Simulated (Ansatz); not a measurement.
The relaxed structure here is a generated cell of AlAu: the first start was made by placing the elements on the sites of a structure type, and the end was not matched to a known phase here, so it may be hypothetical.

A relaxed cell of AlAu (Pmmm (No. 47)), relaxed on a k-mesh at least as fine as the one used below. Method: PBEsol (plane waves to 420 eV, PAW, scalar-relativistic; Ansatz, a first-principles code). Γ-centred k-mesh 6×10×8 on the run's cell (coarser than for final values), Fermi–Dirac smearing 0.05 eV.

```
AlAu
1.0
    5.48220     0.00000     0.00000
    0.00000     3.21181     0.00000
    0.00000     0.00000     4.37618
Al Au
2 2
Cartesian
  1.37055   0.00000   2.18809
  4.11165   0.00000   2.18809
  0.00000   0.00000   0.00000
  2.74110   0.00000   0.00000
```

Every atom was then displaced, and the forces became (eV/Å):

| atom | Fx | Fy | Fz |
|---|---|---|---|
| Al1 | -1.82 | 0.00 | -1.76 |
| Al2 | 0.44 | -0.02 | 0.52 |
| Au3 | 1.36 | -0.01 | -0.23 |
| Au4 | 0.02 | 0.03 | 1.48 |

Q: Which atom was moved farthest relative to the others, and in which direction?

A: Al1, by (0.16, -0.02, 0.10) Å (0.19 Å, mean shift removed); the next is Au3 with 0.13 Å. Its force makes an angle of 168° with its move.

All displacements (Å):

```
atom      ux      uy      uz
----  ------  ------  ------
Al1    0.087  -0.042   0.078
Al2   -0.064  -0.060  -0.074
Au3   -0.188   0.012   0.020
Au4   -0.110  -0.010  -0.114
```

Q: Estimate the energy cost of the displacement in the harmonic approximation and compare with the calculation.

A: For a harmonic well ΔE = −½ Σ F·u = 0.397 eV a cell, or 99 meV/atom. The calculated energy relative to the undisplaced cell is +0.09 eV/atom, so the harmonic estimate holds well.

The undisplaced cell is probably no minimum: from this displacement the run went on to C2/m (No. 12) at a tolerance of 0.01 Å, R-3m (No. 166) at 0.1 Å, 0.22 eV/atom below it.

No spin polarisation in the result.
